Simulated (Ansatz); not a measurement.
Computed with DFT PBE, scalar-relativistic, plane waves, PAW in Ansatz. All cells share a 420 eV cutoff and Γ-centred k meshes spaced at most about 0.3 Å⁻¹ (about 0.25 or finer for metals, 2π included). No spin polarisation in the final relaxations.

These are static total energies at zero pressure. All come from trial cells, and lower structures may exist.

**Question.** These unrelaxed guesses for Mg2ZnS3 are each relaxed within their symmetry. Order them by the energy at which they end, lowest first.
A.

```
Mg Zn S
1.0
     3.56792    0.00000    0.00000
     0.00000    4.51343    0.00000
     0.00000    0.00000    7.85032
Mg Zn S
2 1 3
Cartesian
  0.0000 0.0000 0.0617
  0.0000 2.2567 3.9003
  1.7840 0.0000 2.5814
  1.7840 2.2567 6.5735
  1.7840 2.2567 1.4277
  1.7840 0.0000 5.0813
```

B.

```
Mg Zn S
1.0
     5.67514    0.00000    0.00000
    -2.83757    4.91482    0.00000
     0.00000    0.00000    4.05913
Mg Zn S
2 1 3
Direct
  0.33333 0.66667 0.00000
  0.66667 0.33333 0.00000
  0.00000 0.00000 0.00000
  0.50000 0.00000 0.50000
  0.00000 0.50000 0.50000
  0.50000 0.50000 0.50000
```

C.

```
Mg Zn S
1.0
     3.63753    0.00000    0.00000
     0.00000    3.63753    0.00000
     0.00000    0.00000    8.08044
Mg Zn S
2 1 3
Direct
  0.50000 0.00000 0.73987
  0.00000 0.50000 0.26013
  0.50000 0.50000 0.00000
  0.50000 0.00000 0.38354
  0.00000 0.50000 0.61646
  0.00000 0.00000 0.00000
```

D.

```
Mg Zn S
1.0
     4.02102    0.00000    0.00000
     0.00000    4.02102    0.00000
     0.00000    0.00000    8.78084
Mg Zn S
2 1 3
Direct
  0.00000 0.00000 0.69945
  0.00000 0.00000 0.30055
  0.50000 0.50000 0.50000
  0.00000 0.00000 0.00000
  0.50000 0.50000 0.31756
  0.50000 0.50000 0.68244
```

**Answer.** C (ends in P-4m2, 0 meV/atom), A (ends in Pmm2, 90 meV/atom), D (ends in P4/mmm, 265 meV/atom), B (ends in P6/mmm, 0.56 eV/atom).

No dispersion correction is applied, so the spacing and binding between layers, chains or molecules are poorly described (P-4m2), and this can change margins and order among such cells. A magnetic state wasn't ruled out in cells without spin, among them P6/mmm. Cells relaxed within their symmetry can be saddle points. Some types were kept out of the candidates beforehand, so the set may lack a known form.
